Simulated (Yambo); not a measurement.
Yambo run on MgS (zinc blende, space group F-43m, No. 216). The wavefunctions come from this Quantum ESPRESSO step (PBEsol, PseudoDojo standard norm-conserving files, scalar-relativistic):

```
&CONTROL
  calculation = 'nscf'
  pseudo_dir = './pseudo'
  outdir = './out'
/
&SYSTEM
  ibrav = 0
  nat = 2
  ntyp = 2
  ecutwfc = 84.0
  ecutrho = 336.0
  occupations = 'fixed'
  force_symmorphic = .true.
  nbnd = 103
/
&ELECTRONS
  conv_thr = 2e-09
  diago_full_acc = .true.
  diago_thr_init = 1e-08
/
ATOMIC_SPECIES
Mg 24.3050 Mg.upf
S 32.0600 S.upf
CELL_PARAMETERS angstrom
  0.000000000000   2.826186501000   2.826186501000
  2.826186501000   0.000000000000   2.826186501000
  2.826186501000   2.826186501000   0.000000000000
ATOMIC_POSITIONS crystal
Mg   0.000000000000   0.000000000000   0.000000000000
S   0.250000000000   0.250000000000   0.250000000000
K_POINTS automatic
4 4 4 0 0 0
```

Yambo input:

```
rim_cut
gw0
dyson
el_el_corr
HF_and_locXC
ppa
em1d
RandQpts= 1000000
RandGvec= 1 Ry
EXXRLvcs= 84 Ry
VXCRLvcs= 336 Ry
Chimod= "HARTREE"
% BndsRnXp
 5 | 100 |
%
NGsBlkXp= 10 Ry
% LongDrXp
 1.0 | 1.0 | 1.0 |
%
PPAPntXp= 27.2114 eV
% GbndRnge
 1 | 100 |
%
GTermKind= "BG"
DysSolver= "n"
ExtendOut
% QPkrange
 1 | 1 | 8 | 9 |
 3 | 3 | 8 | 9 |
%
```

k points by index: 1 = Γ, 3 = L.

Table of the .qp output:

```
#    K-point    Band    Eo [eV]    E [eV]    E-Eo [eV]    Vxc [eV]    Vnlxc [eV]    Sc|Eo [eV]    Sc|E [eV]    dSc/dw|Eo [eV]    Re(Z)    Im(Z)
#
    1    8    0.000000    -1.368913    -1.368913    -12.86282    -16.24557    1.631537    2.013830    -7.598505    0.781711    -0.001599
    1    9    3.311711    3.823097    0.511386    -9.089546    -5.044369    -3.421630    -3.533790    -5.966611    0.820161    -0.001408
    3    8    -0.332801    -1.722340    -1.389539    -12.72585    -16.22280    1.716682    2.107409    -7.650831    0.780537    -0.001628
    3    9    5.002208    5.722770    0.720563    -9.310464    -4.916482    -3.516226    -3.673420    -5.935101    0.820941    -0.001422
```
(The two width columns are left out.) Convergence of these settings isn't established.

Geometry relaxed with PBEsol.

This is not the ordinary phase of the substance; no match was found in the copy of COD used, and its stability was not checked.
